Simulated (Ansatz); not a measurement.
# Calculated 43Ca NMR of the central transition for CaB2H8

Cell: a Materials Project structure (computed, not necessarily an observed phase).

Space group P-4 (No. 81); a = 6.9926, c = 4.3505 Å.

```csv
site,Wyckoff,site symmetry,x,y,z
Ca,2g,2..,0.5000,0.0000,0.2471
B,4h,1,0.2001,0.3149,0.2528
H7,4h,1,0.3745,0.3024,0.2400
H11,4h,1,0.1380,0.2383,0.4851
H15,4h,1,0.1708,0.4884,0.2546
H19,4h,1,0.1251,0.2376,0.0311
```

One atom of each set is listed.

All values are calculated (Ansatz; DFT, PBE, plane waves and PAW, scalar-relativistic, 420 eV cutoff, Γ-centred 4×4×7 k-points, Fermi–Dirac smearing 0.02 eV), not measured.

43Ca has I = 7/2 and Q = -40.80 mb (Pyykkö 2018); at 7.05 T its Larmor frequency is ν₀ = 20.2 MHz. Only the quadrupole interaction is simulated: positions count from each site's isotropic chemical shift, and J coupling is left out, as are shift anisotropy and dipolar coupling, which fast spinning averages.

(1) What does the 43Ca spectrum (fast magic-angle spinning) show for each site?

Results:

(1) 

| site | first shell | C_Q (MHz) | η | P_Q (MHz) | δ_QIS (ppm) | breadth (kHz) |
| --- | --- | --- | --- | --- | --- | --- |
| Ca | 10 H at 2.29–2.49 Å | -1.27 | 0.04 | 1.27 | -10.0 | 0.440 |

δ_QIS = −(ν_Q²/30ν₀²)[I(I+1) − 3/4](1 + η²/3) × 10⁶ ppm with ν_Q = 3|C_Q|/[2I(2I−1)]; it falls as 1/B₀² in ppm, and the breadth as 1/B₀ in kHz.
